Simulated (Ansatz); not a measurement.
Relaxed TaN (rock salt):

```
TaN
1.0
    0.00000     4.37460     4.37460
    2.18730     0.00000     2.18730
    2.18730     2.18730     0.00000
N Ta
2 2
Direct
  0.00000   0.00000   0.00000
  0.50000   0.00000   0.00000
  0.25000   0.50000   0.50000
  0.75000   0.50000   0.50000
```

In this cell atom 1 (N, nearest neighbour Ta at 2.187 Å; its periodic images, 3.1 Å or more away, move with it) is moved by s along Cartesian x, unit vector (1.000, 0.000, 0.000); all other atoms and the cell stay fixed.

Method: PBEsol (plane waves to 420 eV, PAW, scalar-relativistic; Ansatz, an electronic-structure program). k mesh 15×15×15 (Γ-centred), Fermi-Dirac smearing 0.05 eV. The energy includes the smearing's −TS. With partly filled bands, energies and forces of such displacements shift with the k mesh and the smearing. Spin-orbit coupling is left out, though Ta is heavy. TaN is run without spin polarisation. TaN was relaxed with its symmetry unable to fall. The PAW data are Ansatz's earlier set. This is a high-temperature form of TaN. ΔE is measured from the undisplaced structure.

**Question.** Predict the ΔE (eV/cell) at s (Å) = -0.176, -0.088, -0.044, 0.044, 0.088, 0.132, 0.176, 0.220.

**Answer.** 
| s (Å) | ΔE (eV/cell) |
|---|---|
| -0.176 | 0.203 |
| -0.088 | 0.049 |
| -0.044 | 0.012 |
| 0.044 | 0.012 |
| 0.088 | 0.049 |
| 0.132 | 0.112 |
| 0.176 | 0.203 |
| 0.220 | 0.325 |

(For displaced atoms, the force is minus the slope of the energy, and its curvature is a force constant, which sets phonon frequencies.)
